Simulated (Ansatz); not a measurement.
# LaBi in the CsCl-type structure

The computed numbers are results of PBEsol, scalar-relativistic (no spin polarisation) in the plane-wave PAW code Ansatz at 420 eV, 8×8×8 k-mesh, Gaussian smearing of 0.05 eV. The datasets are Ansatz's generated set soft_2.

```
La Bi
1.0
     3.98391    0.00000    0.00000
     0.00000    3.98391    0.00000
     0.00000    0.00000    3.98391
La Bi
1 1
Cartesian
  0.0000 0.0000 0.0000
  1.9920 1.9920 1.9920
```

This is a trial structure: such lanthanide and actinide compounds mostly take the rock-salt structure.

The cell is relaxed to zero pressure at this level.

The cell has space group Pm-3m (read at 0.01 Å). In it the stress is -0.06, -0.06, -0.06, 0.00, 0.00, 0.00 GPa and the largest force component 0.000 eV/Å. Each change below starts from this cell, without further relaxation. Stress is in GPa, positive in compression, in the order xx, yy, zz, yz, xz, xy; energies are counted from the cell above and are free energies with the smearing's entropy, which match forces and stress in a metal.

Q: What happens when atom 2 (Bi) is moved by 0.05 Å along x?

A: The energy changes by 2.2 meV per cell, and the force on it along the shift is -0.089 eV/Å (−F/u = 1.78 eV/Å²). Stress: -0.05, -0.01, -0.01, 0.00, 0.00, 0.00.
```
atom  Fx (eV/Å)     Fy     Fz
 La1      0.089  0.000  0.000
 Bi2     -0.089  0.000  0.000
```
In a harmonic crystal the energy would rise by −½F·u = ½ × 1.78 × 0.05² eV = 2.2 meV, which matches.

Q: What stress follows from an engineering strain of 3 % in yz, atoms carried along?

A: 0.12, -0.12, -0.12, 0.67, 0.00, 0.00 GPa; the energy changes by -4.5 meV per cell.
The stress changes with the wrong sign for a stable crystal (a clamped-atom constant of about -22 GPa), so the cell is unstable against this strain on this mesh; in a metal a finer mesh can change the sign.

Spin–orbit coupling, which matters for such heavy elements, is left out. A displaced or strained copy of the relaxed cell lay 2.5 meV/atom lower, so the structure isn't a true minimum at this level, unless the mesh, which matters in a metal, makes it so.
